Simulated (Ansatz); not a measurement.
GeSe2O6:
```xyz
18
Lattice="5.0675 0.0000 0.0000 0.0000 6.8785 0.0000 -4.9515 0.0000 7.3116" Properties=species:S:1:pos:R:3 pbc="T T T"
Ge     0.0000     0.0000     0.0000
Ge    -2.4758     3.4393     3.6558
Se     2.4854     1.1880     1.4885
Se    -2.3694     5.6905     5.8231
Se     0.1063     4.6273     2.1673
Se     0.0097     2.2512     5.1444
O      3.5430     1.1034     0.1260
O     -3.4270     5.7751     7.1856
O     -0.9513     4.5426     3.5298
O      1.0673     2.3359     3.7818
O      2.8006     2.8269     1.8862
O     -2.6846     4.0516     5.4254
O     -0.2088     6.2662     1.7696
O      0.3248     0.6123     5.5420
O      1.0288     1.4640     0.6368
O     -0.9128     5.4145     6.6748
O      1.5630     4.9032     3.0190
O     -1.4470     1.9753     4.2926
```

Relaxed with r²SCAN. Special points in fractions of this cell's reciprocal vectors: Γ (0.000, 0.000, 0.000); Z (0.000, 0.500, 0.000); D (0.000, 0.500, 0.500); B (0.000, 0.000, 0.500); A (-0.500, 0.000, 0.500); E (-0.500, 0.500, 0.500); C2 (-0.500, 0.500, 0.000); Y2 (-0.500, 0.000, 0.000).

**Question.** List the band energies nearest the valence-band maximum at these points for r²SCAN (plane waves, PAW; program Ansatz).

**Answer.** In eV from the valence-band maximum; about four levels below and three above (degenerate sets whole), none deeper than 8.9 eV; points with the same levels are listed once.

```json
[
 {"k": "Γ", "below": "-0.23 -0.21 -0.18 -0.06", "above": "4.74 5.28 5.40"},
 {"k": "Z", "below": "-0.28 -0.28 -0.09 -0.09", "above": "5.13 5.13 5.65 5.65"},
 {"k": "D", "below": "-0.41 -0.41 -0.13 -0.13", "above": "5.63 5.63 5.69 5.69"},
 {"k": "B", "below": "-0.34 -0.34 -0.06 -0.06", "above": "5.37 5.37 5.77 5.77"},
 {"k": "A", "below": "-0.34 -0.34 -0.13 -0.13", "above": "5.58 5.58 5.85 5.85"},
 {"k": "E", "below": "-0.30 -0.30 -0.18 -0.18", "above": "5.38 5.38 6.07 6.07"},
 {"k": "C2", "below": "-0.26 -0.26 -0.08 -0.08", "above": "5.32 5.32 5.90 5.90"},
 {"k": "Y2", "below": "-0.26 -0.22 -0.17 -0.10", "above": "5.08 5.36 5.78"}
]
```

Space group P2_1/c. The first step of the workflow began from a Materials Project structure, measured or hypothetical; the Crystallography Open Database copy checked does not list it. Whether it is the stable phase at ambient conditions was not checked. The r²SCAN relaxation kept the symmetry of its start; its stability against distortions is not shown here. Scalar-relativistic: spin–orbit coupling is off unless named, which matters more the heavier the elements.

Potentials: the later of the program's two PAW sets.
